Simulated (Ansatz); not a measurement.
CsSnBr₃:
```
CELL_PARAMETERS angstrom
      5.88692     0.00000     0.00000
      0.00000     5.88692     0.00000
      0.00000     0.00000     5.88692
ATOMIC_POSITIONS crystal
  Cs 0.00000 0.00000 0.00000
  Sn 0.50000 0.50000 0.50000
  Br 0.50000 0.00000 0.50000
  Br 0.00000 0.50000 0.50000
  Br 0.50000 0.50000 0.00000
```

Relaxed with PBE.

### Question
Give the Bader charges and basin volumes of the independent atoms, PBE (plane waves, PAW; program Ansatz).

### Answer


```csv
atom,Bader charge (e),Bader volume (Å³)
Cs1,+0.88,45.5
Sn2,+1.12,23.4
Br3,-0.67,43.8
```

Space group Pm-3m (cubic perovskite). The cell was relaxed with PBE under the symmetry of its start. Spin–orbit coupling is left out wherever it is not named.

Potentials: the later of the program's two PAW sets.
